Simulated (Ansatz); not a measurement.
Ti:
```xyz
1
Lattice="-1.6258 1.6258 1.6258 1.6258 -1.6258 1.6258 1.6258 1.6258 -1.6258" Properties=species:S:1:pos:R:3 pbc="T T T"
Ti     0.0000     0.0000     0.0000
```

Relaxed with r²SCAN. Special points in fractions of this cell's reciprocal vectors: Γ (0.000, 0.000, 0.000); H (0.500, -0.500, 0.500); N (0.000, 0.000, 0.500); P (0.250, 0.250, 0.250).

### Question
List the band energies nearest the Fermi level at these points for the program Ansatz at the r²SCAN level (PAW).

### Answer
In eV from the Fermi level; about four levels below and three above (degenerate sets whole), none deeper than 8.9 eV; … stands for higher levels left out; points with the same levels are listed once.

| k | below | above |
|---|---|---|
| Γ | -6.39 | 1.15 1.15 1.15 |
| H | -2.30 -2.30 | 4.16 4.16 4.16 |
| N | -2.61 -0.35 | 1.00 2.96 3.32 |
| P | -0.67 -0.67 -0.67 | 3.38 3.38 … |

Space group Im-3m (bcc (W type)). This is a known high-temperature phase of the composition, computed here at zero pressure and temperature. The cell was relaxed with r²SCAN under the symmetry of its start. At this level the phase is mechanically unstable. No spin polarisation was allowed.

Potentials: the later of the program's two PAW sets.
